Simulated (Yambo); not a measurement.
Yambo run on LuVO$_{4}$ (space group I4_1/amd, No. 141). The wavefunctions are norm-conserving PBEsol (Quantum ESPRESSO, 100 Ry, without SOC) ones on a 2×2×2 mesh (62 occupied bands); a = 5.827 Å, b = 5.827 Å, c = 5.827 Å, α = 106.49°, β = 106.49°, γ = 115.62°.

Yambo input:

```
rim_cut
gw0
dyson
el_el_corr
HF_and_locXC
ppa
em1d
RandQpts= 1000000
RandGvec= 1 Ry
EXXRLvcs= 100 Ry
VXCRLvcs= 400 Ry
Chimod= "HARTREE"
% BndsRnXp
 5 | 176 |
%
NGsBlkXp= 7 Ry
% LongDrXp
 1.0 | 1.0 | 1.0 |
%
PPAPntXp= 27.2114 eV
% GbndRnge
 1 | 176 |
%
GTermKind= "BG"
DysSolver= "n"
ExtendOut
% QPkrange
 1 | 1 | 62 | 63 |
%
```

k points by index: 1 = Γ.

Table of the .qp output:

```
#    K-point    Band    Eo [eV]    E [eV]    E-Eo [eV]    Vxc [eV]    Vnlxc [eV]    Sc|Eo [eV]    Sc|E [eV]    dSc/dw|Eo [eV]    Re(Z)    Im(Z)
#
    1    62    0.000000    -0.490171    -0.490171    -19.63882    -24.71847    4.447271    4.589481    -7.892667    0.775161    -0.001318
    1    63    2.865557    4.447088    1.581531    -20.66998    -13.79421    -4.876640    -5.294245    -7.184672    0.791118    -0.001173
```
(The two width columns are left out.) Convergence of these settings isn't established.

Geometry of the Materials Project entry, not relaxed at this level.

The runs are not spin-polarised; magnetic order was not tried.
